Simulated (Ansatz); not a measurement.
# Profile along the Pb–Pb line in Pb (fcc, Cu type)

Pb (fcc, Cu type)

```
Pb
1.0
    0.00000     2.51696     2.51696
    2.51696     0.00000     2.51696
    2.51696     2.51696     0.00000
Pb
1
Direct
  0.00000   0.00000   0.00000
```

Fields along a shortest Pb–Pb line of a {100} plane (3.56 Å), from Pb to Pb, interpolated on the slice's grid (step about 0.1 Å). All values below come from PBE (plane waves to 420 eV, PAW, scalar-relativistic; Ansatz, an electronic-structure program). k mesh 16×16×16. These are valence fields of a PAW run, semicore shells included where kept as valence: close to a nucleus they are smooth pseudo fields. Pb was relaxed with its symmetry unable to fall. Spin-orbit coupling is left out, though Pb is heavy. The relaxed volume of Pb is well above the measured one; the method has no dispersion term.

| distance from Pb (Å) | valence electron density (e/Å³) | electron localisation function |
|---|---|---|
| 0.00 | 10.34 | x |
| 0.36 | 6.61 | x |
| 0.71 | 2.18 | 0.34 |
| 1.07 | 0.51 | 0.39 |
| 1.42 | 0.17 | 0.30 |
| 1.78 | 0.11 | 0.21 |
| 2.14 | 0.17 | 0.30 |
| 2.49 | 0.51 | 0.39 |
| 2.85 | 2.18 | 0.34 |
| 3.20 | 6.61 | x |
| 3.56 | 10.34 | x |

x: too close to a nucleus for the ELF to mean much.

Density on the Pb–Pb line (3.56 Å) at its midpoint: 0.11 e/Å³. ELF at that point: 0.21.
